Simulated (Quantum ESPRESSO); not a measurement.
# Kohn-Sham bands of CoSi (P2₁3)

```
CELL_PARAMETERS angstrom
      4.38312     0.00000     0.00000
      0.00000     4.38312     0.00000
      0.00000     0.00000     4.38312
ATOMIC_POSITIONS crystal
  Co 0.85410 0.64590 0.35410
  Co 0.64590 0.35410 0.85410
  Co 0.35410 0.85410 0.64590
  Co 0.14590 0.14590 0.14590
  Si 0.15654 0.34346 0.65654
  Si 0.34346 0.65654 0.15654
  Si 0.65654 0.15654 0.34346
  Si 0.84346 0.84346 0.84346
```

Structure: Materials Project mp-7577, symmetrised, not relaxed again. COD (Crystallography Open Database) has an entry of this formula and space group (matched by these alone). Level: PBEsol, no spin polarisation, no spin-orbit coupling; pw.x of Quantum ESPRESSO at 77 Ry with PseudoDojo potentials, 4×4×4 k-points, Wannier90. Density: 8×8×8 mesh, cold smearing 0.01 Ry. A non-magnetic state is assumed; magnetic ones were not tried.

List the Kohn-Sham levels between −8 and 3.0 eV relative to the Fermi level at the high-symmetry points, as a band run of pw.x on that density gives them (levels within 2 meV counted together).


```json
[
 {"point": "Γ", "k (reciprocal lattice)": "0.000 0.000 0.000", "levels (eV)": "-5.62 (×3), -3.88 (×3), -3.20, -3.17 (×2), -2.83 (×3), -2.36 (×3), -0.91 (×3), -0.77 (×2), 0.04 (×3), 2.70 (×3)"},
 {"point": "X", "k (reciprocal lattice)": "0.000 0.500 0.000", "levels (eV)": "-7.26 (×2), -5.90 (×2), -5.16 (×2), -3.77 (×2), -3.21 (×2), -2.95 (×2), -2.72 (×2), -2.18 (×2), -1.76 (×2), -1.04 (×2), -0.63 (×2), -0.47 (×2), 1.09 (×2), 1.65 (×2)"},
 {"point": "M", "k (reciprocal lattice)": "0.500 0.500 0.000", "levels (eV)": "-5.23 (×2), -4.67 (×2), -4.35 (×2), -3.64 (×2), -2.75 (×2), -2.21 (×2), -1.79 (×2), -1.75 (×2), -1.51 (×2), -1.00 (×2), 0.00 (×2), 0.67 (×2), 2.18 (×2), 2.67 (×2)"},
 {"point": "R", "k (reciprocal lattice)": "0.500 0.500 0.500", "levels (eV)": "-7.10 (×4), -3.14 (×4), -2.90 (×4), -1.35 (×4), -1.24 (×4), -0.19 (×4)"},
 {"point": "X_1", "k (reciprocal lattice)": "0.500 0.000 0.000", "levels (eV)": "-7.26 (×2), -5.90 (×2), -5.16 (×2), -3.77 (×2), -3.21 (×2), -2.95 (×2), -2.72 (×2), -2.18 (×2), -1.76 (×2), -1.04 (×2), -0.63 (×2), -0.47 (×2), 1.09 (×2), 1.65 (×2)"}
]
```
